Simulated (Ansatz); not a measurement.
In plane-wave PAW PBE+D3(BJ) (Ansatz code), BP in the hexagonal phase (P6_3/mmc; B on 2c, P on 2d) relaxes to a = 3.200 Å, c = 7.591 Å. B has 3 nearest neighbours from 1.85 Å (trigonal planar); P has 3 nearest neighbours from 1.85 Å (trigonal planar). Its formation energy from the elements is 0.040 eV/atom, with no fitted shifts.

The Kohn–Sham gap is 0.55 eV (indirect). The valence maximum lies on the K–Γ line, 14 % of the way from K and the conduction minimum at M (3 equivalent valleys). Electrons at the band edge weigh 0.21, 1.5, 3.9 mₑ (principal values). The hole mass is 0.12, 1.6, 1.7 mₑ (principal values).

An equation-of-state fit gives a bulk modulus of 15.1 GPa.

The start of the workflow was typed in or built on a structure type; neither database checked (COD, Materials Project) lists it. It is not the phase usual at ambient conditions (space group No. 216). The cell was relaxed with PBE+D3(BJ) under the symmetry of its start; whether a distortion lowers the energy is not shown. The references are the lowest solids computed at this level, not always the standard phases.

Potentials: the earlier of the program's two PAW sets.
